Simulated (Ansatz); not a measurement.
Two-dimensional HPb (chair-type layer)

A guessed layer is relaxed in its plane on PAW files, symmetry kept. The start:

```xyz
4
Lattice="4.7888 0.0000 0.0000 -2.3944 4.1472 0.0000 0.0000 0.0000 22.0000" Properties=species:S:1:pos:R:3 pbc="T T T"
Pb    0.0000    2.7648   10.5620
Pb    2.3944    1.3824   11.4380
H     0.0000    2.7648    8.7920
H     2.3944    1.3824   13.2080
```

All numbers are PBEsol results (scalar-relativistic) from Ansatz 0.2.0, with a Γ-centred 12×12×1 k mesh, Fermi–Dirac smearing of 0.05 eV, no spin polarisation. Methods: LAPW: all electrons, basis error target 1 meV/atom; PAW: frozen-core files, cutoff 420 eV.

The relaxation takes a 12×12×1 mesh and no images along the normal. Single points take 16 Å of vacuum and a dipole correction. Whether the layer is stable against distortions or other structures wasn't tested.

Spin–orbit coupling is left out, which matters for the heavy atoms. The PAW files were made under PBE.

What geometry does it relax to?

a = 4.912 Å, 4.422 Å between the outer atoms, shortest distance 1.801 Å. The cell:
```yaml
crystal:
  lattice:
    - [4.91182, 0.00000, 0.00000]
    - [-2.45591, 4.25376, 0.00000]
    - [0.00000, 0.00000, 20.42180]
  atoms:
    - { symbol: Pb, position: [0.33333, 0.66667, 0.47994] }
    - { symbol: Pb, position: [0.66667, 0.33333, 0.52006] }
    - { symbol: H, position: [0.33333, 0.66667, 0.39174] }
    - { symbol: H, position: [0.66667, 0.33333, 0.60826] }
```

What are its gap and its levels against the vacuum?

LAPW: no gap, work function 4.87 eV. PAW: no gap, work function 4.88 eV.

How does its energy compare with the elements (H H2 gas, Pb fcc)?

It lies at +0.490 eV/atom by LAPW and +0.490 eV/atom by PAW.

Both vectors of the plane are scaled by 0.95, heights and fractions held. What does LAPW give?

The energy rises by 37.2 meV/atom, the mean stress in the plane is 2.6 N/m (positive in compression), and the sheet is: no gap, work function 4.68 eV. Read as harmonic, ΔE/(A·ε²) = C11 + C12 ≈ 46 N/m with the atoms clamped, a rough figure, since a strain of this size isn't harmonic.
